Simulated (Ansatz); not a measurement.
Consider the following.

Pb4Se3S:
```
Pb4Se3S
1.0
    4.24028     0.00000     0.00000
    0.00000     4.24028     0.00000
    0.00000     0.00000    11.98472
Pb Se S
4 3 1
Direct
  0.00000   0.00000   0.25498
  0.00000   0.00000   0.74502
  0.50000   0.50000   0.00000
  0.50000   0.50000   0.50000
  0.50000   0.50000   0.25098
  0.50000   0.50000   0.74902
  0.00000   0.00000   0.00000
  0.00000   0.00000   0.50000
```

This is the LDA-relaxed structure.

### Question
All from LDA in the plane-wave PAW code Ansatz, unless another level is named. Give the electronic character.

### Answer
no gap, with almost no states at the Fermi level (zero-gap or semimetallic).

### Question
What about the formation energy from the elements (no fitted shifts)?

### Answer
-0.52 eV/atom.

Space group P4/mmm. The first step of the workflow began from a Materials Project structure, measured or hypothetical; the Crystallography Open Database copy checked does not list it. With Se and S taken as one species the cell has the higher symmetry Fm-3m, so it may be an ordered model of a mixed-site phase. Whether it is the stable phase at ambient conditions was not checked. Symmetry was held in the LDA relaxation; of distortions, only those at the zone centre were tested. The references are the lowest solids computed at this level, not always the standard phases. Scalar-relativistic: spin–orbit coupling is off unless named, which matters more the heavier the elements.

Potentials: the later of the program's two PAW sets.
